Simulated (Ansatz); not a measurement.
Ti$_{4}$SnS$_{8}$:
```cif
data_S8SnTi4
_chemical_formula_sum 'Ti4 S8 Sn1'
_space_group_name_H-M_alt 'P-3m1'
_space_group_IT_number 164
_space_group_name_Hall '-P 3 2"'
_cell_length_a 6.84635
_cell_length_b 6.84635
_cell_length_c 7.03426
_cell_angle_alpha 90.000
_cell_angle_beta 90.000
_cell_angle_gamma 120.000
loop_
_atom_site_label
_atom_site_type_symbol
_atom_site_symmetry_multiplicity
_atom_site_Wyckoff_symbol
_atom_site_fract_x
_atom_site_fract_y
_atom_site_fract_z
_atom_site_occupancy
Ti1 Ti 1 a 0.00000 0.00000 0.00000 1
S1 S 6 i 0.33335 0.16668 0.20553 1
S2 S 2 d 0.33333 0.66667 0.19869 1
Ti2 Ti 3 e 0.00000 0.50000 0.00000 1
Sn1 Sn 1 b 0.00000 0.00000 0.50000 1
```

Relaxed at zero pressure with r²SCAN (plane waves, PAW; program Ansatz).

Task: The volume is raised by 6 % and shape and atoms relax at that volume. What pressure results, and how do the axes share the change?

Result: -2.2 GPa; a 1.2 %, b 1.2 %, c 3.4 %; the energy rises by 10 meV/atom.

Task: Give the new structure.

Result: 
Space group P-3m1 (No. 164); a = 6.9305 Å, b = 6.9305 Å, c = 7.2764 Å, α = 90.00°, β = 90.00°, γ = 120.00°

```csv
atom,site,symmetry,x,y,z
Ti,1a,-3m.,0.0000,0.0000,0.0000
S,6i,.m.,0.3312,0.1656,0.1984
S,2d,3m.,0.3333,0.6667,0.1886
Ti,3e,.2/m.,0.0000,0.5000,0.0000
Sn,1b,-3m.,0.0000,0.0000,0.5000
```

The phase is kept; no other phase was compared at this pressure.

The start of the workflow was typed in or built on a structure type; neither database checked (COD, Materials Project) lists it. Whether it is the stable phase at ambient conditions was not checked. Symmetry was held in the r²SCAN relaxation; its stability against distortions is not shown here. The workflow began spin-polarised and lost its moments. Spin–orbit coupling is left out wherever it is not named.

Potentials: the earlier of the program's two PAW sets.
